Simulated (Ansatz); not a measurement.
The relaxed structure here is a generated cell of Y: the first start was made by placing the elements on the sites of a structure type, and the end was not matched to a known phase here, so it may be hypothetical. Known forms of Y include space group No. 194.

A relaxed structure of Y. Computed with PBEsol (plane waves to 420 eV, PAW, scalar-relativistic; Ansatz, an electronic-structure program).

```cif
data_Y
_chemical_formula_sum 'Y1'
_space_group_name_H-M_alt 'P 1'
_space_group_IT_number 1
_cell_length_a 3.51886
_cell_length_b 3.51886
_cell_length_c 3.51886
_cell_angle_alpha 60.000
_cell_angle_beta 60.000
_cell_angle_gamma 60.000
loop_
_space_group_symop_operation_xyz
  'x, y, z'
loop_
_atom_site_label
_atom_site_type_symbol
_atom_site_fract_x
_atom_site_fract_y
_atom_site_fract_z
_atom_site_occupancy
Y1 Y 0.00000 0.00000 0.00000 1
```

Q: Determine the symmetry and give the standard cell with its independent sites.

A: Space group Fm-3m (No. 225); a = b = c = 4.9764 Å, α = β = γ = 90.00°

| atom | site | symmetry | x | y | z |
|---|---|---|---|---|---|
| Y | 4a | m-3m | 0.0000 | 0.0000 | 0.0000 |

This is the fcc (Cu type).

Q: Give the shortest distances between elements (the closest pairs, up to four, under 3.6 Å).

A: Y–Y 3.52 Å.

* **Volume per atom**: 30.81 Å³
* **Density**: 4.79 g/cm³
* **Band gap**: zero (metallic)

No spin polarisation in the result.

The run could not lose the symmetry of its start, so the end can be a saddle point.
